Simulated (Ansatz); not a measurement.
ZrNi2:
```
ZrNi2
1.0
    0.00000     3.45673     3.45673
    3.45673     0.00000     3.45673
    3.45673     3.45673     0.00000
Zr Ni
2 4
Direct
  0.50000   0.50000   0.50000
  0.75000   0.75000   0.75000
  0.12500   0.12500   0.12500
  0.62500   0.12500   0.12500
  0.12500   0.12500   0.62500
  0.12500   0.62500   0.12500
```

Relaxed with r²SCAN. Special points in fractions of this cell's reciprocal vectors: Γ (0.000, 0.000, 0.000); X (0.500, 0.000, 0.500); U (0.625, 0.250, 0.625); K (0.375, 0.375, 0.750); L (0.500, 0.500, 0.500); W (0.500, 0.250, 0.750).

Q: List the band energies nearest the Fermi level at these points for plane-wave PAW r²SCAN (Ansatz code).

A: In eV from the Fermi level; about four levels below and three above (degenerate sets whole), none deeper than 8.9 eV; points with the same levels are listed once.

```
k                                below                above
-  -----------------------------------  -------------------
Γ  -1.01 -1.01 -1.01 -0.24 -0.24 -0.24  0.53 0.89 0.89 0.89
X              -1.30 -1.30 -0.62 -0.62  0.69 0.69 1.42 1.42
U              -1.22 -1.00 -0.63 -0.22       0.39 0.81 1.15
L        -1.21 -1.21 -0.24 -0.18 -0.18       0.36 0.60 0.60
W              -1.06 -1.06 -0.47 -0.47  0.75 0.75 0.80 0.80
```

Space group Fd-3m (cubic Laves (MgCu2 type)). The workflow started from an entry of the Crystallography Open Database (COD). Whether it is the stable phase at ambient conditions was not checked. Symmetry was held in the r²SCAN relaxation; its stability against distortions is not shown here. The workflow began spin-polarised and lost its moments. Scalar-relativistic: spin–orbit coupling is off unless named, which matters more the heavier the elements.

Potentials: the later of the program's two PAW sets.
